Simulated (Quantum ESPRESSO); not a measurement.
Ge6BP (made-up cell) (calculated)

All values are calculated (Quantum ESPRESSO 7.5). Calculation on a made-up crystal cell, not a measurement: periodic Kohn-Sham density functional theory in plane waves with PseudoDojo standard norm-conserving scalar-relativistic pseudopotentials, each functional with its own files (v0.5 for PBE, v0.4.1 for LDA and PBEsol), no spin polarisation, no spin-orbit coupling, atoms not relaxed, stress positive in tension, energies less a fixed whole-eV offset for each atom's element; levels are Kohn-Sham levels at fractions of this cell's reciprocal vectors, counted from the reference band (half the neutral cell's valence electrons, rounded up) at Gamma; error bars cover cutoff and k-mesh only, not smearing or the files; added strain carries the atoms with the cell, and shear is the tensor component; each bar is the largest change over components, and at least 0.002 eV, 0.002 eV per angstrom or 0.02 GPa; energies are for the whole cell, and the offsets were chosen from early runs and are not element reference energies.

Common to all runs: lattice type zincblende/diamond; functional pbe; cutoff 1061 eV; fermi dirac smearing 0.1 eV; scf tolerance 1e-07 eV; electrons removed 0; added strain kind zz; k mesh 6 x 6 x 6, shifted by half a step.

(1) 
```cif
# cell vector a (Å): 5.6637 0.0337 -0.0308
# cell vector b (Å): 0.0337 5.7622 -0.0297
# cell vector c (Å): -0.0308 -0.0297 5.6379
data_Ge6BP
_symmetry_space_group_name_H-M 'P 1'
_symmetry_Int_Tables_number 1
_cell_length_a 5.6639
_cell_length_b 5.7624
_cell_length_c 5.6381
_cell_angle_alpha 90.599
_cell_angle_beta 90.626
_cell_angle_gamma 89.322
_cell_volume 183.98
loop_
_atom_site_label
_atom_site_type_symbol
_atom_site_fract_x
_atom_site_fract_y
_atom_site_fract_z
_atom_site_occupancy
P1 P 0.02730 0.99987 0.02610 1
Ge1 Ge 0.00760 0.49701 0.50258 1
B1 B 0.49993 0.98489 0.48833 1
Ge2 Ge 0.45249 0.49321 0.99659 1
Ge3 Ge 0.21737 0.27837 0.22997 1
Ge4 Ge 0.24235 0.74094 0.76867 1
Ge5 Ge 0.74871 0.23265 0.75375 1
Ge6 Ge 0.75304 0.77355 0.27428 1
_calc_added_strain -0.0114
_calc_structure_shown 'before the added strain of -0.0114'
_calc_free_energy_less_offsets 0.106  # eV
_calc_smearing_term_minus_ts -0.03606  # eV
_calc_scf_iterations 11
_calc_pressure -1.075  # GPa
_calc_stress_xx 1.96  # GPa
_calc_stress_yy 1.272  # GPa
_calc_stress_zz -0.007904  # GPa
_calc_stress_yz 0.2445  # GPa
_calc_stress_xz -0.176  # GPa
_calc_stress_xy 0.3701  # GPa
_calc_fermi_level -0.03803  # eV
_calc_reference_band 46
_calc_error_bar_energy 0.00321  # eV
_calc_error_bar_stress 0.03378  # GPa
_calc_error_bar_force 0.005339  # eV/angstrom
_calc_error_bar_next_band_up 0.002  # eV
_calc_error_bar_fermi_level 0.007577  # eV
_calc_error_bars_from 'tighter rerun of a related cell'
```

Atoms:
| atoms element | atom site | atom energy offset (eV) |
| --- | --- | --- |
| P | 1 | -189 |
| Ge | 2 | -2430 |
| B | 3 | -79 |
| Ge | 4 | -2430 |
| Ge | 5 | -2430 |
| Ge | 6 | -2430 |
| Ge | 7 | -2430 |
| Ge | 8 | -2430 |

Forces:
| site | x (eV/Å) | y (eV/Å) | z (eV/Å) |
| --- | --- | --- | --- |
| 1 | -2.065 | -0.6029 | -0.9837 |
| 2 | -1.845 | 0.4885 | 1.178 |
| 3 | 0.1855 | 0.554 | 0.6928 |
| 4 | 3.935 | -0.04086 | 0.3732 |
| 5 | 2.007 | -2.349 | 2.152 |
| 6 | 0.7364 | 2.652 | -2.671 |
| 7 | -1.251 | -0.796 | -1.008 |
| 8 | -1.704 | 0.09453 | 0.2659 |

Levels:
| level k point | next band up (eV) |
| --- | --- |
| Gamma | 0.1203 |
| (1/2,1/2,1/2) | 0.003165 |
| (0.15,0,0) | 0.1478 |
| (0,0.15,0) | 0.2193 |
| (0,0,0.15) | 0.1641 |

(2) 
```cif
# cell vector a (Å): 5.6637 0.0337 -0.0308
# cell vector b (Å): 0.0337 5.7622 -0.0297
# cell vector c (Å): -0.0308 -0.0297 5.6379
data_Ge6BP
_symmetry_space_group_name_H-M 'P 1'
_symmetry_Int_Tables_number 1
_cell_length_a 5.6639
_cell_length_b 5.7624
_cell_length_c 5.6381
_cell_angle_alpha 90.599
_cell_angle_beta 90.626
_cell_angle_gamma 89.322
_cell_volume 183.98
loop_
_atom_site_label
_atom_site_type_symbol
_atom_site_fract_x
_atom_site_fract_y
_atom_site_fract_z
_atom_site_occupancy
P1 P 0.02730 0.99987 0.02610 1
Ge1 Ge 0.00760 0.49701 0.50258 1
B1 B 0.49993 0.98489 0.48833 1
Ge2 Ge 0.45249 0.49321 0.99659 1
Ge3 Ge 0.21737 0.27837 0.22997 1
Ge4 Ge 0.24235 0.74094 0.76867 1
Ge5 Ge 0.74871 0.23265 0.75375 1
Ge6 Ge 0.75304 0.77355 0.27428 1
_calc_added_strain -0.0045
_calc_structure_shown 'before the added strain of -0.0045'
_calc_free_energy_less_offsets 0.1083  # eV
_calc_smearing_term_minus_ts -0.03658  # eV
_calc_scf_iterations 11
_calc_pressure -1.448  # GPa
_calc_stress_xx 2.207  # GPa
_calc_stress_yy 1.523  # GPa
_calc_stress_zz 0.6134  # GPa
_calc_stress_yz 0.2599  # GPa
_calc_stress_xz -0.212  # GPa
_calc_stress_xy 0.3453  # GPa
_calc_fermi_level -0.05387  # eV
_calc_reference_band 46
_calc_error_bar_energy 0.00321  # eV
_calc_error_bar_stress 0.03378  # GPa
_calc_error_bar_force 0.005339  # eV/angstrom
_calc_error_bar_next_band_up 0.002  # eV
_calc_error_bar_fermi_level 0.007577  # eV
_calc_error_bars_from 'tighter rerun of a related cell'
```

Atoms:
| atoms element | atom site | atom energy offset (eV) |
| --- | --- | --- |
| P | 1 | -189 |
| Ge | 2 | -2430 |
| B | 3 | -79 |
| Ge | 4 | -2430 |
| Ge | 5 | -2430 |
| Ge | 6 | -2430 |
| Ge | 7 | -2430 |
| Ge | 8 | -2430 |

Forces:
| site | x (eV/Å) | y (eV/Å) | z (eV/Å) |
| --- | --- | --- | --- |
| 1 | -2.046 | -0.5902 | -0.9806 |
| 2 | -1.797 | 0.4705 | 1.15 |
| 3 | 0.1997 | 0.5472 | 0.6796 |
| 4 | 3.863 | -0.03382 | 0.3712 |
| 5 | 1.974 | -2.296 | 2.143 |
| 6 | 0.727 | 2.596 | -2.633 |
| 7 | -1.234 | -0.7905 | -0.9969 |
| 8 | -1.686 | 0.09655 | 0.267 |

Levels:
| level k point | next band up (eV) |
| --- | --- |
| Gamma | 0.1205 |
| (1/2,1/2,1/2) | -0.02136 |
| (0.15,0,0) | 0.1331 |
| (0,0.15,0) | 0.1989 |
| (0,0,0.15) | 0.1743 |
